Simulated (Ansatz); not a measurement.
RbAu5 in space group P6/mmm (No. 191; Rb on 1a, Au on 2c, Au on 3g), r²SCAN in the plane-wave PAW code Ansatz, all energies at zero smearing, with the estimated change up to a 700 eV cutoff added, with one set of potentials and settings (totals compare only within such a set). Cell of 6 atoms (1 Rb, 5 Au): -69096.846 eV.

```tsv
element	reference phase	E (eV/atom)
Rb	Cmcm, 2 atoms in the cell	-3278.0015
Au	Fm-3m, 1 atoms in the cell	-13163.5078
```

Formation energy per atom, worked out: (-69096.846 − 1×(-3278.0015) − 5×(-13163.5078))/6 = -0.218 eV/atom (-21 kJ per mol of atoms), at 0 K, without zero-point energy or fitted corrections.

The workflow started from a Materials Project entry (that database holds measured and hypothetical structures alike); the Crystallography Open Database files this formula in space group No. 191, but the cells were not matched. Whether it is the stable phase at ambient conditions was not checked. The cell was relaxed with r²SCAN under the symmetry of its start; its stability against distortions is not shown here. The references are the lowest solids computed at this level, not always the standard phases. Scalar-relativistic: spin–orbit coupling is off unless named, which matters more the heavier the elements.

Potentials: the later of the program's two PAW sets.
